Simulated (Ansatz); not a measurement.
Be (bcc (W type), Im-3m) at seven volumes, plane-wave PAW r²SCAN (Ansatz code), scaled uniformly. One row is withheld.

```
V (Å³/atom)  P (GPa)
-----------  -------
7.112          13.85
7.346           8.62
7.581           4.04
7.815           0.02
8.049              ?
8.284          -6.61
8.518          -9.27
```

Question: Fit the shown pressures and predict the withheld one.

Answer: P = (3/2)B₀(x^(7/2) − x^(5/2))[1 + (3/4)(B′ − 4)(x − 1)] with x = (V₀/V)^(2/3). Least squares on the six rows gives V₀ = 7.816 Å³/atom, B₀ = 125 GPa, B′ = 3.40. At V = 8.049, x = 0.9806 and P = -3.49 GPa. The run itself gave -3.52 GPa.

The workflow started from a Materials Project entry (that database holds measured and hypothetical structures alike); the Crystallography Open Database copy checked does not list it. It is not the phase usual at ambient conditions (space group No. 194). The r²SCAN relaxation kept the symmetry of its start; its stability against distortions is not shown here.

Potentials: the later of the program's two PAW sets.
